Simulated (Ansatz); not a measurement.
According to DFT-r²SCAN in the program Ansatz with PAW potentials, Mg3SnO in the anti-perovskite structure (Pm-3m) relaxes to a = 4.345 Å. Sn has 12 nearest neighbours from 3.07 Å (cuboctahedral); O has 6 nearest neighbours from 2.17 Å (octahedral). Its formation energy from the elements is -1.13 eV/atom, with no fitted shifts.

Electronic character: metallic (no gap). Gap from r²SCAN with spin–orbit coupling: none (metallic).

The bulk modulus is 78.4 GPa. The relaxed-ion elastic constants in GPa are C11 = 139, C12 = 47.7, C44 = 59.4. The elastic constants imply a Debye temperature near 463 K. Bader charges are Sn -3.04, O -1.89, Mg +1.64 e.

The start of the workflow was typed in or built on a structure type; neither database checked (COD, Materials Project) lists it. Its standing as an ambient phase is unchecked. Symmetry was held in the r²SCAN relaxation; its stability against distortions is not shown here. As this level gives no gap, shear constants depend on the k-mesh and smearing (Fermi–Dirac, 0.1 eV here). The references are the lowest solids computed at this level, not always the standard phases (solids in place of the gases). Spin–orbit coupling is left out wherever it is not named.

Potentials: the later of the program's two PAW sets.
